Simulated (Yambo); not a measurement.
SrMg2Bi2 (space group P-3m1, No. 164), G0W0@LDA in Yambo (3×3×2 mesh, plasmon pole; 7 Ry block, no terminator). The number N of bands in W and G is varied.

| N | x = 1/N | gap Γ → Γ (eV) | shift of the valence edge (eV) |
|---|---|---|---|
| 90 | 0.01111 | 1.224 | -0.285 |
| 130 | 0.00769 | 1.245 | -0.487 |
| 181 | 0.00552 | 1.255 | -0.615 |
| 233 | 0.00429 | ? | ? |

**Question.** Basis-set arguments suggest E = E∞ + A x. Fix A and E∞ from the two rows above the withheld one, predict the row at 233 bands, and test the form.

**Answer.** Gap: A = (1.255 − (1.245))/(0.00552 − 0.00769) = -4.61, E∞ = 1.280 eV, so 1.261 eV is predicted; the run gave 1.269 eV (miss 8 meV). The first two rows have slope -6.14, so the form doesn't hold yet over the whole range. Shift: A = (-0.615 − (-0.487))/(0.00552 − 0.00769) = 59.0, E∞ = -0.941 eV, so -0.688 eV is predicted; the run gave -0.693 eV (miss 5 meV). The first two rows have slope 59.1, within 15 % of that. The other settings are held fixed.

The standard potential for Bi keeps a d shell in the valence without the s and p states of that shell. In tests on such compounds this moved G0W0 gaps by up to about 0.9 eV, so absolute quasiparticle energies here are unreliable; differences between settings are what counts.

Spin-orbit coupling is not included.

Geometry of the Materials Project entry, not relaxed at this level; primitive cell a = b = 4.8297 Å, c = 7.9829 Å, α = β = 90.00°, γ = 120.00°.

The structure is a Materials Project entry; no match was found in the copy of COD used, and its stability was not checked.

A shift is the quasiparticle energy of the state minus its LDA energy.
